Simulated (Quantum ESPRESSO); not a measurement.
**Band energies of Ag₂S**

```
CELL_PARAMETERS angstrom
      2.39003    -3.53199     0.00000
      2.39003     3.53199     0.00000
      0.00000     0.00000     7.58942
ATOMIC_POSITIONS crystal
  S  0.28329 0.71671 0.43618
  S  0.71671 0.28329 0.93618
  Ag 0.49346 0.50654 0.69122
  Ag 0.50654 0.49346 0.19122
  Ag 0.10600 0.89400 0.93535
  Ag 0.89400 0.10600 0.43535
```

norm-conserving PBEsol (Quantum ESPRESSO, 82 Ry, without SOC); path ΓXSRAZΓYX1A1TY,ZT; energies in eV from the valence-band maximum.

```csv
k (1/Å),point,band 40,band 41,band 42,band 43,band 44,band 45,band 46,band 47
0.00,Γ,-2.01,-0.99,-0.79,-0.36,-0.01,1.21,1.45,5.06
0.19,,-1.71,-1.24,-0.72,-0.68,-0.24,1.62,1.96,4.89
0.57,,-1.43,-1.37,-1.24,-1.23,-1.17,2.74,3.25,4.53
0.96,X,-2.41,-1.78,-1.51,-1.24,-0.27,2.32,3.47,3.74
1.23,,-1.90,-1.50,-1.27,-0.91,-0.37,2.32,3.55,4.02
1.50,S,-1.67,-1.64,-1.05,-0.41,0.00,2.33,2.70,3.15
1.70,,-1.93,-1.22,-1.03,-0.36,-0.05,1.64,2.44,4.09
1.91,R,-2.24,-1.02,-1.02,-0.19,-0.19,1.70,1.70,4.59
2.18,,-2.13,-1.39,-1.39,-0.44,-0.44,2.38,2.38,4.61
2.45,A,-2.34,-1.60,-1.60,-0.63,-0.63,3.54,3.54,3.69
2.77,,-1.90,-1.48,-1.48,-0.42,-0.42,2.64,2.64,4.28
3.08,,-2.24,-0.87,-0.87,-0.28,-0.28,2.61,2.61,4.05
3.24,,-2.44,-0.62,-0.62,-0.14,-0.14,2.09,2.09,4.16
3.40,Z,-2.52,-0.40,-0.40,-0.14,-0.14,1.77,1.77,4.28
3.61,,-2.32,-0.77,-0.37,-0.27,-0.11,1.48,1.54,4.58
3.82,Γ,-2.01,-0.99,-0.79,-0.36,-0.01,1.21,1.45,5.06
4.00,,-1.70,-1.10,-1.02,-0.40,-0.08,1.27,1.97,4.74
4.17,,-1.39,-1.39,-1.21,-0.73,-0.26,1.79,2.66,4.06
4.53,,-2.11,-2.05,-1.78,-0.57,-0.54,1.67,2.45,2.90
4.71,Y,-2.23,-2.07,-1.97,-0.62,-0.44,1.49,2.37,2.73
4.89,,-2.43,-1.87,-1.77,-0.92,-0.37,2.17,2.60,2.85
5.06,X1,-2.41,-1.78,-1.51,-1.24,-0.27,2.32,3.47,3.74
5.48,A1,-2.34,-1.60,-1.60,-0.63,-0.63,3.54,3.54,3.69
5.83,T,-2.15,-1.21,-1.21,-1.16,-1.16,2.33,2.33,3.70
5.97,,-2.12,-1.56,-1.52,-0.90,-0.81,1.95,2.47,3.29
6.25,Y,-2.23,-2.07,-1.97,-0.62,-0.44,1.49,2.37,2.73
6.25,Z,-2.52,-0.40,-0.40,-0.14,-0.14,1.77,1.77,4.28
6.36,,-2.46,-0.43,-0.43,-0.24,-0.24,1.92,1.92,4.21
6.47,,-2.31,-0.53,-0.53,-0.48,-0.48,2.29,2.29,4.02
6.69,,-1.86,-1.13,-1.13,-0.82,-0.82,2.92,2.92,3.55
6.92,,-1.88,-1.33,-1.33,-1.10,-1.10,2.55,2.55,3.59
7.14,T,-2.15,-1.21,-1.21,-1.16,-1.16,2.33,2.33,3.70
```

The PBEsol gap is 1.21 eV and nearly direct: the edges lie at S and Γ, the smallest direct gap within 0.02 eV of it. Another valence extremum on the path lies within 0.02 eV, too close to call.

Spin-orbit splittings are left out.

Geometry of the Materials Project entry, not relaxed at this level.

The structure is a Materials Project entry; no match was found in the copy of COD used, and its stability was not checked.

Letters of k points follow the standard setting of the lattice, whose axes may be ordered differently from the printed cell.
